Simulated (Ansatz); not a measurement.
Sc (dhcp (α-La type), space group No. 194) under volume change, PBE (plane waves, PAW; program Ansatz), shape and atoms relaxed at each volume.

```
V (Å³/atom)  E − E(relaxed) (meV/atom)  P (GPa)
-----------  -------------------------  -------
22.406                            37.0     5.70
23.145                            15.7     3.56
23.884                             3.8     1.67
24.622                             0.0     0.00
25.361                             3.5    -1.47
26.100                            13.3    -2.77
26.838                            28.8    -3.92
```

Question: What does a third-order Birch–Murnaghan fit give for V₀, B₀ and B′?

Answer: V₀ = 24.62 Å³/atom, B₀ = 52.2 GPa, B′ = 3.1.

Space group P6_3/mmc (dhcp (α-La type)). The start of the workflow was typed in or built on a structure type. Its sites differ from those of the usual phase in this space group: another stacking or structure type. The PBE relaxation kept the symmetry of its start; its stability against distortions is not shown here. No spin polarisation was allowed.

Potentials: the later of the program's two PAW sets.
